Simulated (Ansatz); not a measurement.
ZnSe:
```
CELL_PARAMETERS angstrom
      6.50903     0.00000     0.00000
      0.00000     4.12368     0.00000
      0.00000     0.00000     6.92512
ATOMIC_POSITIONS crystal
  Zn 0.14070 0.25000 0.38915
  Zn 0.35930 0.75000 0.88915
  Zn 0.85930 0.75000 0.61085
  Zn 0.64070 0.25000 0.11085
  Se 0.75889 0.25000 0.44137
  Se 0.74111 0.75000 0.94137
  Se 0.24111 0.75000 0.55863
  Se 0.25889 0.25000 0.05863
```

Relaxed with r²SCAN+D4.

Problem. Give the Bader charges and basin volumes of the independent atoms, plane-wave PAW r²SCAN+D4 (Ansatz code).

Solution. 

```csv
atom,Bader charge (e),Bader volume (Å³)
Zn1,+0.85,14.4
Se5,-0.85,32.1
```

Space group Pnma. The start of the workflow was typed in or built on a structure type; neither database checked (COD, Materials Project) lists it. It is not the phase usual at ambient conditions (space group No. 216). The cell was relaxed with r²SCAN+D4 under the symmetry of its start; its stability against distortions is not shown here.

Potentials: the earlier of the program's two PAW sets.
